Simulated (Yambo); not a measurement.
Yambo run on GaP (zinc blende, space group F-43m, No. 216). The wavefunctions come from this Quantum ESPRESSO step (PBE, PseudoDojo stringent norm-conserving files, scalar-relativistic):

```
&CONTROL
  calculation = 'nscf'
  pseudo_dir = './pseudo'
  outdir = './out'
/
&SYSTEM
  ibrav = 0
  nat = 2
  ntyp = 2
  ecutwfc = 114.0
  ecutrho = 456.0
  occupations = 'fixed'
  force_symmorphic = .true.
  nbnd = 181
/
&ELECTRONS
  conv_thr = 2e-09
  diago_full_acc = .true.
  diago_thr_init = 1e-08
/
ATOMIC_SPECIES
P 30.9738 P.upf
Ga 69.7230 Ga.upf
CELL_PARAMETERS angstrom
  0.000000000000   2.719967967000   2.719967967000
  2.719967967000   0.000000000000   2.719967967000
  2.719967967000   2.719967967000   0.000000000000
ATOMIC_POSITIONS crystal
P   0.750000000000   0.750000000000   0.750000000000
Ga   0.000000000000   0.000000000000   0.000000000000
K_POINTS automatic
4 4 4 0 0 0
```

Yambo input:

```
rim_cut
gw0
dyson
el_el_corr
HF_and_locXC
ppa
em1d
RandQpts= 1000000
RandGvec= 1 Ry
EXXRLvcs= 114 Ry
VXCRLvcs= 456 Ry
Chimod= "HARTREE"
% BndsRnXp
 5 | 180 |
%
NGsBlkXp= 15 Ry
% LongDrXp
 1.0 | 1.0 | 1.0 |
%
PPAPntXp= 27.2114 eV
% GbndRnge
 1 | 180 |
%
GTermKind= "BG"
DysSolver= "n"
ExtendOut
% QPkrange
 1 | 1 | 13 | 14 |
 3 | 3 | 13 | 14 |
 7 | 7 | 13 | 14 |
 8 | 8 | 13 | 14 |
%
```

k points by index: 1 = Γ, 3 = L, 7 = X, 8 = W.

Resulting energies as the program prints them:

```
#    K-point    Band    Eo [eV]    E [eV]    E-Eo [eV]    Vxc [eV]    Vnlxc [eV]    Sc|Eo [eV]    Sc|E [eV]    dSc/dw|Eo [eV]    Re(Z)    Im(Z)
#
    1    13    0.000000    -0.800269    -0.800269    -13.32458    -15.24585    0.900797    1.121002    -7.486891    0.784226    -0.001376
    1    14    1.867578    1.954588    0.087010    -12.69722    -8.154506    -4.432626    -4.455706    -7.208785    0.790563    -0.001362
    3    13    -1.125348    -1.947551    -0.822204    -12.69056    -15.01308    1.270415    1.500311    -7.607703    0.781505    -0.001429
    3    14    1.690502    1.748099    0.057598    -11.94850    -7.779453    -4.096789    -4.111454    -6.915625    0.797354    -0.001346
    7    13    -2.701126    -3.574083    -0.872957    -11.81714    -14.73470    1.791309    2.044605    -7.894546    0.775119    -0.001535
    7    14    1.644492    1.515733    -0.128759    -9.808694    -6.040842    -3.927020    -3.896611    -6.431729    0.808823    -0.001317
    8    13    -3.444948    -4.303434    -0.858486    -11.03705    -13.96607    1.822365    2.070540    -7.865272    0.775766    -0.001563
    8    14    4.704765    4.576117    -0.128648    -10.55006    -6.173743    -4.538433    -4.504961    -7.087186    0.793365    -0.001447
```
(The two width columns are left out.) Convergence of these settings isn't established.

Spin-orbit coupling is not included.

Geometry relaxed with PBEsol.
